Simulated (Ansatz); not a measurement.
## Fields on a plane of ZrC (rock salt)

```yaml
crystal:
  lattice:
    - [0.00000, 2.33447, 2.33447]
    - [2.33447, 0.00000, 2.33447]
    - [2.33447, 2.33447, 0.00000]
  atoms:
    - { symbol: C, position: [0.00000, 0.00000, 0.00000] }
    - { symbol: Zr, position: [0.50000, 0.50000, 0.50000] }
```

The slice is a {110} plane (indices of the conventional cell) through the point (0.000, 0.000, 0.000) (fractional), spanned by u = [100] and v = [1 -1 -1] in vectors of this cell: u (3.30 Å) and v (4.67 Å, at 90° to u). It covers one period; positions are fractions (u, v).

Atoms on it: C at (0.00, 0.00); Zr at (0.00, 0.50).

Calculation: PBEsol (plane waves to 420 eV, PAW, scalar-relativistic; Ansatz, a first-principles code). k mesh 17×17×17. Inside the PAW spheres the values are not all-electron values, and peaks at nuclei hang on which shells count as valence. ZrC is run without spin polarisation. ZrC was relaxed with its symmetry unable to fall.

```tsv
v \ u	0.00	0.12	0.24	0.35	0.47	0.59	0.71	0.82	0.94
0.92	0.2	0.1	-0.2	-0.6	-0.8	-0.7	-0.4	-0.1	0.2
0.83	-0.1	-0.2	-0.5	-0.7	-0.9	-0.8	-0.6	-0.3	-0.1
0.75	-0.3	-0.4	-0.7	-0.9	-0.9	-0.9	-0.8	-0.6	-0.4
0.67	0.2	0.0	-0.5	-0.8	-0.9	-0.9	-0.7	-0.2	0.2
0.58	0.6	0.5	0.0	-0.6	-0.8	-0.8	-0.4	0.3	0.6
0.50	0.4	0.6	0.2	-0.5	-0.8	-0.7	-0.2	0.5	0.5
0.42	0.6	0.5	0.0	-0.6	-0.8	-0.8	-0.4	0.3	0.6
0.33	0.2	0.0	-0.5	-0.8	-0.9	-0.9	-0.7	-0.2	0.2
0.25	-0.3	-0.4	-0.7	-0.9	-0.9	-0.9	-0.8	-0.6	-0.4
0.17	-0.1	-0.2	-0.5	-0.7	-0.9	-0.8	-0.6	-0.3	-0.1
0.08	0.2	0.1	-0.2	-0.6	-0.8	-0.7	-0.4	-0.1	0.2
0.00	0.2	0.2	-0.1	-0.5	-0.8	-0.7	-0.3	0.1	0.2
```

Values: log₁₀ of the valence density in e/Å³. The scale is logarithmic, as a density can span decades between atoms and voids.

```
|xxxxxxxxxxxx%%%%####%%%%xxxxxxxxxx|
|xxxxxxxxxx%%%%%%%%%%%%%%%%xxxxxxxx|
|xxxxxxxxxx@@@@@@%%%%@@@@@@xxxxxxxx|
|xxxxxxxx%%@@@@@@@@@@@@@@@@%%xxxxxx|
|xxxx++##%%@@@@@@@@@@@@@@@@%%##++xx|
|  ..::==**##@@@@@@@@@@@@##**==::..|
|xxxx    ::++##@@@@@@@@##++::    xx|
|xxxxxxxx  ::**%%@@@@%%**::  xxxxxx|
|xxxxxxxxxx  ==##%%%%##==  xxxxxxxx|
|xxxxxxxxxx  ::**%%%%**::  xxxxxxxx|
|xxxxxxxxxxxx  ++####++  xxxxxxxxxx|
|xxxxxxxxxxxx  ++####++  xxxxxxxxxx|
|xxxxxxxxxxxx  ++####++  xxxxxxxxxx|
|xxxxxxxxxx  ::**%%%%**::  xxxxxxxx|
|xxxxxxxxxx  ==##%%%%##==  xxxxxxxx|
|xxxxxxxx  ::**%%@@@@%%**::  xxxxxx|
|xxxx    ::++##@@@@@@@@##++::    xx|
|  ..::==**##@@@@@@@@@@@@##**==::..|
|xxxx++##%%@@@@@@@@@@@@@@@@%%##++xx|
|xxxxxxxx%%@@@@@@@@@@@@@@@@%%xxxxxx|
|xxxxxxxxxx@@@@@@%%%%@@@@@@xxxxxxxx|
|xxxxxxxxxx%%%%%%%%%%%%%%%%xxxxxxxx|
|xxxxxxxxxxxx%%%%####%%%%xxxxxxxxxx|
|xxxxxxxxxxxx%%%%####%%%%xxxxxxxxxx|
```
Scale: ten equal steps from 3.00 (start of ' ') to 11.95 (end of '@'), in the order ' .:-=+*#%@'. Values: electrostatic potential energy of an electron, from the cell's mean, in eV. The map has 17 points along u (two characters each, u = 0 at the left) and 24 along v (v = 0 in the bottom row). Points within 1 Å of a nucleus are blanked (x), as the pseudised field means little there. Values under 3 eV are set to 3. The zero, the cell's mean, hangs on the PAW cores.

- Density on the C–Zr line (2.33 Å) at its density minimum, 1.1 Å from C = 0.46 e/Å³
- ELF at that point = 0.3
